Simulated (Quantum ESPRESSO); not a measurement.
## Band energies of ZnTe

```xyz
2
Lattice="0.0000 3.0321 3.0321 3.0321 0.0000 3.0321 3.0321 3.0321 0.0000" Properties=species:S:1:pos:R:3 pbc="T T T"
Zn     3.0321     3.0321     3.0321
Te     4.5482     4.5482     4.5482
```

PBE (Quantum ESPRESSO, PseudoDojo norm-conserving, 84 Ry, scalar-relativistic); path ΓXWKΓLUWLK,UX; energies in eV from the valence-band maximum.

```
k (1/Å)  point  band 14  band 15  band 16  band 17  band 18  band 19  band 20  band 21
-------  -----  -------  -------  -------  -------  -------  -------  -------  -------
0.00         Γ    -6.71    -6.71     0.00     0.00     0.00     1.33     4.40     4.40
0.23              -6.71    -6.70    -1.16    -0.39    -0.39     2.45     3.89     4.99
0.58              -6.71    -6.69    -3.37    -1.51    -1.51     2.54     3.54     7.14
0.81              -6.68    -6.62    -4.54    -2.04    -2.04     2.22     2.81     8.80
1.04         X    -6.68    -6.49    -5.08    -2.23    -2.23     2.26     2.36     9.90
1.17              -6.68    -6.48    -5.06    -2.34    -2.31     2.50     2.59     9.24
1.55         W    -6.72    -6.41    -4.95    -2.90    -2.68     4.59     4.87     5.83
1.80              -6.70    -6.43    -4.96    -3.11    -2.05     3.01     4.79     7.19
1.92         K    -6.70    -6.44    -4.97    -3.15    -1.86     2.65     4.77     7.79
2.12              -6.71    -6.53    -4.76    -3.14    -1.40     3.03     5.81     6.74
2.42              -6.72    -6.69    -3.72    -2.12    -0.65     3.20     5.22     5.41
2.62              -6.71    -6.70    -2.54    -1.16    -0.27     2.82     4.58     4.85
2.92              -6.71    -6.71    -0.39    -0.09    -0.01     1.65     4.36     4.43
3.02         Γ    -6.71    -6.71     0.00     0.00     0.00     1.33     4.40     4.40
3.22              -6.71    -6.71    -1.16    -0.14    -0.14     2.06     4.52     4.61
3.42              -6.71    -6.71    -2.77    -0.44    -0.44     2.21     5.00     5.00
3.72              -6.70    -6.70    -4.73    -0.84    -0.84     1.89     5.10     5.10
3.92         L    -6.70    -6.55    -5.27    -0.92    -0.92     1.81     5.06     5.06
4.23              -6.70    -6.52    -5.07    -2.35    -1.31     2.93     4.90     6.07
4.55         U    -6.70    -6.44    -4.97    -3.15    -1.86     2.65     4.77     7.79
4.80              -6.71    -6.42    -4.95    -3.00    -2.44     3.90     4.83     6.32
4.92         W    -6.72    -6.41    -4.95    -2.90    -2.68     4.59     4.87     5.83
5.10              -6.72    -6.45    -4.92    -3.02    -2.18     4.08     4.83     5.93
5.38              -6.70    -6.52    -5.11    -2.08    -1.28     2.97     4.59     5.91
5.56              -6.70    -6.55    -5.25    -1.12    -0.96     2.01     4.96     5.16
5.65         L    -6.70    -6.55    -5.27    -0.92    -0.92     1.81     5.06     5.06
5.81              -6.70    -6.54    -5.21    -1.45    -1.04     2.33     4.83     5.33
6.05              -6.70    -6.50    -4.99    -2.74    -1.47     2.95     5.23     6.55
6.21              -6.70    -6.45    -4.94    -3.17    -1.75     2.74     5.19     7.35
6.28         K    -6.70    -6.44    -4.97    -3.15    -1.86     2.65     4.77     7.79
6.28         U    -6.70    -6.44    -4.97    -3.15    -1.86     2.65     4.77     7.79
6.38              -6.69    -6.45    -5.01    -2.93    -2.02     2.51     3.88     8.30
6.65         X    -6.68    -6.49    -5.08    -2.23    -2.23     2.26     2.36     9.90
```

The PBE gap is direct, 1.33 eV at Γ.

Spin-orbit coupling is left out, which matters for elements this heavy: edges can move by tenths of an eV.

Geometry relaxed with PBEsol.
